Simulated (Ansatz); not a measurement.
A generated cell, not matched to a known phase here, of TaO: P6/mmm (No. 191), hP6; a = 4.859 Å, b = 4.859 Å, c = 3.309 Å, α = 90.00°, β = 90.00°, γ = 120.00°; Ta 1a (0.000, 0.000, 0.000); Ta 2d (0.333, 0.667, 0.500); O 3f (0.000, 0.500, 0.000). Computed with PBEsol (plane waves to 420 eV, PAW, scalar-relativistic; Ansatz, a program for electronic structure). Element references, the lowest calculated here: Ta (Im-3m), O (C2/m, ferromagnetic, forced by one molecule a cell; α-O2 is antiferromagnetic); gases are represented by their molecular solids.

Give the formation energy of this P6/mmm form of TaO from the elements at the level PBEsol.

-1.37 eV/atom.

A lower structure of this composition may exist.

Static energies, no anion corrections, no zero-point energy. Values are rounded to 0.01 eV/atom. Not shown to be the ambient phase of their composition (a lower form may be missing, and a cell relaxed within its start's symmetry can be a saddle point): TaO (P6/mmm). Spin-orbit coupling is missing from these energies, which matters for elements this heavy. The compounds carry no spin polarisation. The relaxed primitive cell holds an odd number of electrons. A magnetic state may lie lower. The d or f electrons are treated with no Hubbard U.
